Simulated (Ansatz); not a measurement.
V2O5 in space group C2/m (No. 12; V on 4i, O on 2c, O on 4i, O on 4i), DFT-r²SCAN+D4 in the program Ansatz with PAW potentials. The conduction-band minimum lies on the M2–D line, 92 % of the way from M2, with 2 equivalent valleys. Second derivatives d²E/dk² of the lowest band at one valley (eV·Å²), along Cartesian directions:

```json
[
 {"direction": "[100]", "d²E/dk²": "3.364"},
 {"direction": "[010]", "d²E/dk²": "8.627"},
 {"direction": "[001]", "d²E/dk²": "0.3469"},
 {"direction": "[110]", "d²E/dk²": "5.953"},
 {"direction": "[101]", "d²E/dk²": "1.647"},
 {"direction": "[011]", "d²E/dk²": "4.492"}
]
```

Q: Find the principal effective masses, the density-of-states mass and the conductivity mass.

A: Off-diagonal terms follow from H_xy = H[110] − (H_xx + H_yy)/2, and m*/mₑ = 7.620 eV·Å² over each eigenvalue: 0.88, 2.3, 23. One valley's DOS mass (m₁m₂m₃)^(1/3) = 3.6, conductivity mass 3/(Σ 1/mᵢ) = 1.9 mₑ.

Q: What effective density of states Nc follows at 300 K for parabolic valleys?

A: Nc = 2.509e19 × 2 × (3.6)^(3/2) ≈ 3.4e20 cm⁻³.

The first step of the workflow began from a Materials Project structure, measured or hypothetical; the Crystallography Open Database copy checked does not list it. COD files the formula under space group No. 31, 59, so this cell is another polymorph or a model. Its standing as an ambient phase is unchecked. The cell was relaxed with r²SCAN+D4 under the symmetry of its start; whether a distortion lowers the energy is not shown. The run is not spin-polarised. No Hubbard U is applied.

Potentials: the later of the program's two PAW sets.

Edges and masses are those of Kohn–Sham bands, whose gap is no quasiparticle gap.
